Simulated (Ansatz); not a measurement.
Recipe of this trial structure of Tl2H: In2Pt type (Fm-3m) distorted into a subgroup (R-3m, No. 166) (largest shift (Å) 0.33). Lengths were set from tabulated atomic sizes, so they are only a guess.

Space group R-3m:H (No. 166). a = 4.574 Å, b = 4.574 Å, c = 11.493 Å, α = 90.00°, β = 90.00°, γ = 120.00°
```json
{"atom": "Tl", "site": "6c", "symmetry": "3m", "x": "0.3333", "y": "0.6667", "z": "0.9459"}
{"atom": "H", "site": "3a", "symmetry": "-3m", "x": "0.0000", "y": "0.0000", "z": "0.0000"}
```

These are results of Ansatz 0.2.0, DFT PBE, scalar-relativistic, plane waves, PAW, not measurements. Cutoff 420 eV, Gaussian smearing, Γ-centred meshes. Cell and atoms relax first on a coarse mesh and then on a finer one. In between, the cell is made exact in the group found at 0.06 Å. In metals the finer mesh still leaves noise of several meV/atom or more. The steps can't lower the symmetry of their start. No spin polarisation.

A guess keeps its type if space group and coordination stay and the shape of the cell changes little (axis ratios within about 15 %, angles within 6°); the volume may change.

Question: Will the relaxed cell still be of the starting type?

Answer: It doesn't keep its type. The symmetry stays R-3m (No. 166). The end has the anti-cadmium chloride type. The volume per atom grows by 1.8 %, from 23.1 to 23.6 Å³. The shortest distance goes from 2.71 Å (Tl–H) to 2.58 Å (Tl–H). The ratio c/a of the conventional cell changes by a factor of 2.17. Counting neighbours within 15 % of an atom's shortest distance, the start has H 6, Tl 6 and the end H 6, Tl 3. In detail, at the end around Tl lie 3 H at 2.58 Å and 12 Tl at 3.55–3.90 Å; around H lie 6 Tl at 2.58 Å.

```cif
data_structure
_symmetry_space_group_name_H-M 'P 1'
_symmetry_Int_Tables_number 1
_cell_length_a 6.7792
_cell_length_b 6.7792
_cell_length_c 6.7792
_cell_angle_alpha 30.390
_cell_angle_beta 30.390
_cell_angle_gamma 30.390
_cell_volume 70.67
loop_
_atom_site_label
_atom_site_type_symbol
_atom_site_fract_x
_atom_site_fract_y
_atom_site_fract_z
_atom_site_occupancy
Tl1 Tl 0.25230 0.25230 0.25230 1
Tl2 Tl 0.74770 0.74770 0.74770 1
H1 H 0.00000 0.00000 0.00000 1
```

The last run used an 18×18×18 mesh for its 3-atom cell and Gaussian smearing of 0.10 eV. No dispersion correction is applied, so the spacing and binding between layers, chains or molecules are poorly described. Spin–orbit coupling, which can matter for Tl, is left out. The cell is a metal run without spin; a magnetic state may lie lower. A later test with randomly moved atoms ended 3 meV/atom lower on a coarse mesh, in P1 at a loose tolerance, which is no clear verdict on its stability.
